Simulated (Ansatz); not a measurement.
The cell below belongs to a search over invented structures; it isn't taken from experiment.

Input and command of a plane-wave DFT calculation in Ansatz:

```yaml
crystal:
  lattice:
    - [5.62735405, 0.0, 0.0]
    - [-2.81367702, 4.87343156, 0.0]
    - [0.0, 0.0, 4.62314623]
  atoms:
    - { symbol: B, position: [0.0, 0.0, 0.0] }
    - { symbol: As, position: [0.33333333, 0.66666667, 0.0] }
    - { symbol: As, position: [0.66666667, 0.33333333, 0.0] }
    - { symbol: As, position: [0.5, 0.0, 0.5] }
    - { symbol: As, position: [0.5, 0.5, 0.5] }
    - { symbol: As, position: [0.0, 0.5, 0.5] }
basis:
  ecutwfc: 420
kpoints:
  mp_grid: { grid: [12, 12, 8] }
hamiltonian:
  xc: pbe
scf:
  occupations: { method: gaussian, width: 0.1 }
output:
  forces: true
  stress: true
  eigenvalues: true
  write_density: true
  write_potential: true
  elf: true
  volumetric_format: npy
relax:
  adjacent_minimum: "off"
  f_tol: 0.01
  max_steps: 80
  cell: { stress_tol: 0.05 }
```

```bash
ansatz run input.yaml --threads 1 --pin off --max-ram 2560MiB --backend cpu --events-out ev --progress --plain --runs-dir out
```

Processor: Intel(R) Xeon(R) Processor @ 2.50GHz (Skylake/Cascade Lake), 1 thread, on a host shared with other jobs.

Q: Estimate time, memory and problem size.

A: About 14 min, peak memory 0.71 GiB. It solves 47 bands at 95 k points (after reduction by symmetry) with about 2411 plane waves (on the last cell), in 54 SCF iterations over 11 ionic steps.
